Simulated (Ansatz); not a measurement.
Relaxed BaTiO$_{3}$ (tetragonal-perovskite type, space group P4mm):

```
BaTiO3
1.0
    3.97275     0.00000     0.00000
    0.00000     3.97275     0.00000
    0.00000     0.00000     4.11229
Ti Ba O
1 1 3
Cartesian
  1.98638   1.98638   1.85989
  0.00000   0.00000   3.84168
  1.98638   1.98638   3.68161
  1.98638   0.00000   1.69480
  0.00000   1.98638   1.69480
```

The numbers are results of r2SCAN (plane waves to 500 eV, PAW, scalar-relativistic; Ansatz, an electronic-structure program), not measurements. k mesh 7×7×7 (Γ-centred), Fermi-Dirac smearing 0.05 eV. BaTiO3 is run without spin polarisation. BaTiO3 was relaxed with its symmetry unable to fall. The PAW data are Ansatz's earlier set.

One atom of the cell was then moved (with its periodic images), all else fixed, and the forces (eV/Å) came out as:

| atom | Fx | Fy | Fz |
|---|---|---|---|
| Ti1 | 0.000 | 0.000 | 0.032 |
| Ba2 | 0.000 | 0.000 | 0.147 |
| O3 | 0.000 | 0.000 | -1.269 |
| O4 | 0.000 | 0.000 | 0.545 |
| O5 | 0.000 | 0.000 | 0.545 |

Which atom was moved, and by which vector (Å)?

O3, by (0.00, 0.00, 0.14), 0.14 Å in all.

(A displaced cell: forces are minus the slopes of the energy, force constants its curvatures, and phonons follow from these.)
